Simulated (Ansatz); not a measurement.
The following input was run with Ansatz 0.2.0.

```yaml
crystal:
  lattice:
    - [4.5206619473, 0.0, 0.0]
    - [0.0, 2.7456979514, 0.0]
    - [0.0, 0.0, 4.8249008419]
  atoms:
    - { symbol: Ti, position: [0.25, 0.0, 0.7036765807] }
    - { symbol: Ti, position: [0.75, 0.0, 0.2963234193] }
    - { symbol: Pd, position: [0.25, 0.5, 0.1875310518] }
    - { symbol: Pd, position: [0.75, 0.5, 0.8124689482] }
basis:
  ecutwfc: 500
kpoints:
  mp_grid: { grid: [10, 16, 10] }
hamiltonian:
  xc: r2scan
scf:
  occupations: { method: gaussian, width: 0.1 }
output:
  forces: true
  stress: true
  eigenvalues: true
relax:
  adjacent_minimum: "off"
  f_tol: 0.01
  max_steps: 30
  cell: { stress_tol: 0.1, fix: [volume] }
```

Launched with
```bash
ansatz run input.yaml --threads 1 --pin off --max-ram 2560MiB --backend cpu --events-out ev --progress --plain --runs-dir out
```

Method: Ansatz, DFT r2SCAN, scalar-relativistic, plane waves, PAW.

Part of what the program printed, abridged:

```
Pseudopotentials: kind: paw
Pseudopotential: Ti, paw, valence charge 12, recommended cutoff 500 eV (meta_gga)
Pseudopotential: Pd, paw, valence charge 18, recommended cutoff 500 eV (meta_gga)
Functional definition: r2SCAN
Crystal: 4 atoms, lattice volume = 59.888 Å³
Basis set: ecut = 500 eV, 1507 PW (Γ), exchange–correlation on 144×96×144 points (64 copies of the dense FFT grid, shifted against one another)
Bands: 36, of which v1, the nominal top of the filled ones, is band 30 counted from 1 (29 counted from 0)
Symmetry: 8 space group operations
Space group: Pmma (ITA 51), of the structure as read, at distance tolerance 3.9e-5 Å
k-points: 324 of 1600
Initial density: superposition of atomic densities (neutral atoms: chi_scale 0, normalization atom), corrected by the library's trained network
Initial wavefunctions: pseudopotential atomic-orbital guess
Functional: x = r2scan, c = r2scan; τ floored in thin density (d = 2e-4 eV/Å³)
SCF iter   1: F=—  HF=-18982.384224 eV  |F-HF|=—  |Δ(HF+E_count)|=         —  Δρ=2.53e-2  dr2=6.21e-1  dr2_τ=6.48e-2  ethr=1.77e-3  ⟨swp⟩=4.2  Hψ=38632  notcnv=0
SCF iter   2: F=—  HF=-18982.405503 eV  |F-HF|=—  |Δ(HF+E_count)|=   2.13e-2  Δρ=1.20e-2  dr2=5.23e-2  dr2_τ=1.98e-2  ethr=1.04e-3  ⟨swp⟩=2.2  Hψ=17379  notcnv=0  defer=276
SCF iter   3: F=—  HF=-18982.406314 eV  |F-HF|=—  |Δ(HF+E_count)|=   8.11e-4  Δρ=5.09e-3  dr2=1.43e-2  dr2_τ=4.32e-4  ethr=8.72e-5  ⟨swp⟩=2.0  Hψ=17299  notcnv=0  defer=276
SCF iter   4: F=—  HF=-18982.407008 eV  |F-HF|=—  |Δ(HF+E_count)|=   6.93e-4  Δρ=1.82e-3  dr2=1.55e-3  dr2_τ=1.93e-4  ethr=2.39e-5  ⟨swp⟩=2.4  Hψ=15129  notcnv=0  defer=276
SCF iter   5: F=—  HF=-18982.407294 eV  |F-HF|=—  |Δ(HF+E_count)|=   2.86e-4  Δρ=4.02e-4  dr2=1.51e-4  dr2_τ=4.22e-6  ethr=2.58e-6  ⟨swp⟩=2.2  Hψ=17603  notcnv=0  defer=276
SCF iter   6: F=—  HF=-18982.407333 eV  |F-HF|=—  |Δ(HF+E_count)|=   3.88e-5  Δρ=1.73e-4  dr2=3.17e-5  dr2_τ=1.15e-6  ethr=2.52e-7  ⟨swp⟩=2.0  Hψ=15979  notcnv=0  defer=276
SCF iter   7: F=—  HF=-18982.407334 eV  |F-HF|=—  |Δ(HF+E_count)|=   1.86e-6  Δρ=4.76e-5  dr2=2.31e-6  dr2_τ=1.10e-7  ethr=5.28e-8  ⟨swp⟩=2.0  Hψ=16181  notcnv=0  defer=276
SCF iter   8: F=—  HF=-18982.407335 eV  |F-HF|=—  |Δ(HF+E_count)|=   6.47e-8  Δρ=2.01e-5  dr2=4.16e-7  dr2_τ=7.38e-9  ethr=3.85e-9  ⟨swp⟩=1.9  Hψ=12096  notcnv=0  defer=276
SCF iter   9: F=-18982.407334 eV  HF=-18982.407334 eV  |F-HF|=3.91e-9  |Δ(HF+E_count)|=   1.31e-8  Δρ=3.34e-6  dr2=8.87e-9  dr2_τ=6.60e-10  ethr=1.67e-10  ⟨swp⟩=6.5  Hψ=39055  notcnv=0
the search or the solves at the SCF's close seem to have found levels that the self-consistency loop had missed (the run counts 1). By its estimate they hold under 1e-12 electrons; where the run keeps them, the occupations were computed again with them
SCF 1 converged in 9 iterations: F = -18982.407334 eV  dr2 = 8.87e-9
relax step   1: F+E_penalty+E_count = -18982.40733449 eV  Δ(F+E_penalty+E_count) = +0.000e0 eV  max|allowed force component| = 9.164e-2 eV/Å  Δτ_max = 0.0000 Å  P = +5.597 GPa  Ω = 59.888 Å³  fix = [volume]  reactions: volume +5.597 GPa (9 SCF iters, dr2 threshold 1.00e-7 eV, accepted)
Basis set: ecut = 500 eV, 1499 PW (Γ), exchange–correlation on 144×96×144 points (64 copies of the dense FFT grid, shifted against one another)
Initial density: handed on by an earlier stage of this run
Initial wavefunctions: those handed on with the density
SCF iter   1: F=—  HF=-18982.391929 eV  |F-HF|=—  |Δ(HF+E_count)|=         —  Δρ=2.44e-3  dr2=1.06e-2  dr2_τ=3.42e-2  ethr=1.77e-5  ⟨swp⟩=1.3  Hψ=42628  notcnv=0
SCF iter   2: F=—  HF=-18982.408575 eV  |F-HF|=—  |Δ(HF+E_count)|=   1.66e-2  Δρ=1.44e-3  dr2=3.40e-3  dr2_τ=6.89e-5  ethr=1.76e-5  ⟨swp⟩=2.0  Hψ=17637  notcnv=0
SCF iter   3: F=—  HF=-18982.408173 eV  |F-HF|=—  |Δ(HF+E_count)|=   4.02e-4  Δρ=9.14e-4  dr2=1.06e-3  dr2_τ=7.73e-5  ethr=5.67e-6  ⟨swp⟩=2.0  Hψ=16215  notcnv=0
SCF iter   4: F=—  HF=-18982.408050 eV  |F-HF|=—  |Δ(HF+E_count)|=   1.23e-4  Δρ=3.68e-4  dr2=9.77e-5  dr2_τ=6.57e-6  ethr=1.76e-6  ⟨swp⟩=2.0  Hψ=15334  notcnv=0
SCF iter   5: F=—  HF=-18982.408029 eV  |F-HF|=—  |Δ(HF+E_count)|=   2.10e-5  Δρ=1.35e-4  dr2=1.71e-5  dr2_τ=1.21e-6  ethr=1.63e-7  ⟨swp⟩=2.0  Hψ=15945  notcnv=0
SCF iter   6: F=—  HF=-18982.408028 eV  |F-HF|=—  |Δ(HF+E_count)|=   8.74e-7  Δρ=5.91e-5  dr2=2.44e-6  dr2_τ=1.52e-7  ethr=2.84e-8  ⟨swp⟩=2.4  Hψ=15977  notcnv=0
SCF iter   7: F=-18982.408028 eV  HF=-18982.408028 eV  |F-HF|=3.97e-8  |Δ(HF+E_count)|=   1.08e-7  Δρ=2.64e-5  dr2=3.61e-7  dr2_τ=9.31e-9  ethr=6.67e-10  ⟨swp⟩=3.0  Hψ=41513  notcnv=0
the search or the solves at the SCF's close seem to have found levels that the self-consistency loop had missed (the run counts 2). By its estimate they hold under 1e-12 electrons; where the run keeps them, the occupations were computed again with them
SCF 2 converged in 7 iterations: F = -18982.408028 eV  dr2 = 3.61e-7
relax step   2: F+E_penalty+E_count = -18982.40802829 eV  Δ(F+E_penalty+E_count) = -6.938e-4 eV  max|allowed force component| = 3.962e-2 eV/Å  Δτ_max = 0.0158 Å  P = +5.356 GPa  Ω = 59.888 Å³  energy of the carried Pulay correction = +7.651e-16 eV  fix = [volume]  reactions: volume +5.356 GPa (7 SCF iters, dr2 threshold 4.00e-7 eV, accepted)
SCF iter   1: F=—  HF=-18982.406061 eV  |F-HF|=—  |Δ(HF+E_count)|=         —  Δρ=8.77e-4  dr2=1.19e-3  dr2_τ=4.29e-3  ethr=1.99e-6  ⟨swp⟩=1.6  Hψ=42042  notcnv=0
SCF iter   2: F=—  HF=-18982.408379 eV  |F-HF|=—  |Δ(HF+E_count)|=   2.32e-3  Δρ=5.58e-4  dr2=4.46e-4  dr2_τ=7.87e-6  ethr=1.98e-6  ⟨swp⟩=2.0  Hψ=17636  notcnv=0
SCF iter   3: F=—  HF=-18982.408315 eV  |F-HF|=—  |Δ(HF+E_count)|=   6.38e-5  Δρ=2.78e-4  dr2=8.59e-5  dr2_τ=7.98e-6  ethr=7.43e-7  ⟨swp⟩=2.0  Hψ=16221  notcnv=0
SCF iter   4: F=—  HF=-18982.408307 eV  |F-HF|=—  |Δ(HF+E_count)|=   8.88e-6  Δρ=1.53e-4  dr2=1.68e-5  dr2_τ=1.56e-6  ethr=1.43e-7  ⟨swp⟩=2.0  Hψ=15900  notcnv=0
SCF iter   5: F=—  HF=-18982.408305 eV  |F-HF|=—  |Δ(HF+E_count)|=   1.87e-6  Δρ=4.16e-5  dr2=1.60e-6  dr2_τ=9.67e-8  ethr=2.80e-8  ⟨swp⟩=2.0  Hψ=15015  notcnv=0
SCF iter   6: F=—  HF=-18982.408305 eV  |F-HF|=—  |Δ(HF+E_count)|=   8.23e-8  Δρ=1.96e-5  dr2=2.52e-7  dr2_τ=1.58e-8  ethr=2.67e-9  ⟨swp⟩=2.3  Hψ=16199  notcnv=0
SCF iter   7: F=-18982.408305 eV  HF=-18982.408305 eV  |F-HF|=2.18e-9  |Δ(HF+E_count)|=   4.06e-9  Δρ=8.27e-6  dr2=2.73e-8  dr2_τ=7.76e-10  ethr=2.84e-10  ⟨swp⟩=4.2  Hψ=35648  notcnv=0
SCF 3 converged in 7 iterations: F = -18982.408305 eV  dr2 = 2.73e-8
relax step   3: F+E_penalty+E_count = -18982.40830465 eV  Δ(F+E_penalty+E_count) = -2.764e-4 eV  max|allowed force component| = 8.681e-4 eV/Å  Δτ_max = 0.0050 Å  P = +5.424 GPa  Ω = 59.888 Å³  energy of the carried Pulay correction = +2.458e-15 eV  fix = [volume]  reactions: volume +5.424 GPa (7 SCF iters, dr2 threshold 1.70e-7 eV, accepted)
Initial wavefunctions: pseudopotential atomic-orbital guess (no wavefunctions were taken with the density)
SCF iter   1: F=—  HF=-18982.408304 eV  |F-HF|=—  |Δ(HF+E_count)|=         —  Δρ=1.95e-5  dr2=3.27e-8  dr2_τ=1.06e-8  ethr=3.00e-8  ⟨swp⟩=3.2  Hψ=67421  notcnv=0
SCF iter   2: F=—  HF=-18982.408305 eV  |F-HF|=—  |Δ(HF+E_count)|=   1.14e-6  Δρ=1.03e-5  dr2=1.63e-8  dr2_τ=1.40e-8  ethr=5.45e-11  ⟨swp⟩=2.0  Hψ=18731  notcnv=0
SCF iter   3: F=—  HF=-18982.408306 eV  |F-HF|=—  |Δ(HF+E_count)|=   2.64e-7  Δρ=3.79e-6  dr2=1.10e-8  dr2_τ=1.03e-9  ethr=2.71e-11  ⟨swp⟩=2.0  Hψ=16237  notcnv=0
SCF iter   4: F=—  HF=-18982.408306 eV  |F-HF|=—  |Δ(HF+E_count)|=   8.60e-9  Δρ=1.86e-6  dr2=9.36e-10  dr2_τ=4.69e-10  ethr=1.83e-11  ⟨swp⟩=2.0  Hψ=15160  notcnv=0
SCF iter   5: F=-18982.408306 eV  HF=-18982.408306 eV  |F-HF|=2.04e-10  |Δ(HF+E_count)|=   8.77e-9  Δρ=3.97e-7  dr2=9.78e-11  dr2_τ=2.07e-11  ethr=1.00e-12  ⟨swp⟩=2.9  Hψ=39803  notcnv=0
SCF 4 converged in 5 iterations: F = -18982.408306 eV  dr2 = 9.78e-11
SCF converged after 5 iterations
Free energy (F): -18982.408306 eV
Harris-Foulkes:  -18982.408306 eV  (|F-HF|=2.04e-10)
Internal energy: -18982.387973 eV  (E = F + TS)
E sigma→0 (E₀):  -18982.398139 eV
Entropy (-TS):   -0.020333 eV (-5.083 meV/atom)
Fermi energy:    18.241103 eV
--- Per-component energies (eV) ---
  E_band       = -641.584266
  E_kinetic    = 1579.080074
  E_local      = -5293.364775  (includes V_loc(G=0)·N_el)
  E_nonlocal   = 443.555287
  E_hartree    = 2182.841908
  E_xc         = -510.460004
  E_vxc        = -738.462873  (∫ρ·V_xc dr)
  E_paw        = -9654.876966  (= ΣΔE_a)
  E_vpaw       = -1052.053108  (= ΣTr[D̂ρ^β])
  E_aug_tail   = 0.000407  (compensation charges beyond the density's cutoff)
  E_vtau       = 53.977422  (kinetic-family band-sum trace: ∫τ·v_τ [+ j·A + Jᵃ·Aᵃ] dr)
  E_ewald      = -7727.752817
  E_core_change = -1.411087  (= ΣΔE_core)
  E_smearing   = -0.020333  (= −TS)
--- Forces (eV/Å), atoms counted from 1 ---
  atom   1  Ti     0.00000000     0.00000000     0.00081240
  atom   2  Ti     0.00000000     0.00000000    -0.00081240
  atom   3  Pd     0.00000000     0.00000000    -0.00054177
  atom   4  Pd     0.00000000     0.00000000     0.00054177
--- Stress (GPa, compression-positive) ---
        5.478572       0.000000       0.000000
        0.000000       5.371250       0.000000
        0.000000       0.000000       5.421257
  P = ⅓ Tr σ = 5.4237 GPa (54.237 kbar)
--- Band table (eV; the first three rows and the last of 324) ---
  k-point 0: bands = ["-69.4796", "-69.4692", "-41.3375", "-41.3048", "-34.4133", "-34.3643", "-34.3311", "-34.3137", "-34.2129", "-34.2012", "-16.6579", "-16.6304", "-16.5067", "-16.4961", "-16.0965", "-16.0734", "10.3880", "12.5006", "12.5212", "12.7059", "12.7132", "14.5938", "14.9244", "15.1279", "15.5224", "15.6126", "15.6223", "16.2545", "17.4379", "17.9398", "18.1389", "18.4499", "18.8489", "20.3671", "20.9647", "20.9991"]
  k-point 1: bands = ["-69.4796", "-69.4692", "-41.3375", "-41.3050", "-34.4131", "-34.3637", "-34.3313", "-34.3137", "-34.2128", "-34.2013", "-16.6571", "-16.6298", "-16.5095", "-16.4970", "-16.0965", "-16.0735", "10.4694", "12.5059", "12.5695", "12.7210", "12.7505", "14.5734", "14.9342", "15.1555", "15.4279", "15.6117", "15.6255", "16.1252", "17.3857", "17.9128", "18.1201", "18.4011", "18.8171", "20.5904", "20.9128", "20.9861"]
  k-point 2: bands = ["-69.4796", "-69.4692", "-41.3376", "-41.3056", "-34.4125", "-34.3622", "-34.3318", "-34.3135", "-34.2127", "-34.2014", "-16.6549", "-16.6280", "-16.5168", "-16.4994", "-16.0967", "-16.0738", "10.7064", "12.5283", "12.6664", "12.7619", "12.8807", "14.4929", "14.9613", "15.1707", "15.2317", "15.5827", "15.6580", "15.7811", "17.2838", "17.8532", "18.0617", "18.3208", "18.7454", "20.4009", "20.7738", "20.9566"]
  k-point 323: bands = ["-69.4536", "-69.4536", "-41.2409", "-41.2409", "-34.4488", "-34.4488", "-34.3724", "-34.3724", "-34.2892", "-34.2892", "-16.6856", "-16.6856", "-16.5857", "-16.5857", "-16.4255", "-16.4255", "12.3010", "12.3010", "12.9853", "12.9853", "13.5817", "13.5817", "13.9048", "13.9048", "15.9813", "15.9813", "18.2826", "18.2826", "19.2413", "19.2413", "19.3571", "19.3571", "19.6846", "19.6846", "20.8027", "20.8027"]
--- Relaxed structure (3 steps of the walk, 3 accepted, 1 SCFs on fresh bases) ---
  F+E_penalty+E_count = -18982.40830554 eV   max|allowed force component| = 8.124e-4 eV/Å   (the final SCF, on the basis selected at the relaxed cell)
  cell:  # Å, volume = 59.8885 Å³
    - [4.52415203, 0.0, 0.0]
    - [0.0, 2.74430396, 0.0]
    - [0.0, 0.0, 4.82362769]
  atoms:
    - { symbol: Ti, position: [0.25, 0.0, 0.70143301] }
    - { symbol: Ti, position: [0.75, 0.0, 0.29856698] }
    - { symbol: Pd, position: [0.25, 0.49999999, 0.18714966] }
    - { symbol: Pd, position: [0.75, 0.49999999, 0.81285033] }
```

The relaxation met its thresholds.

It took 86 s on 1 thread of AMD EPYC 9R45 (Zen 5), with other jobs on the host, peak memory 1 GiB.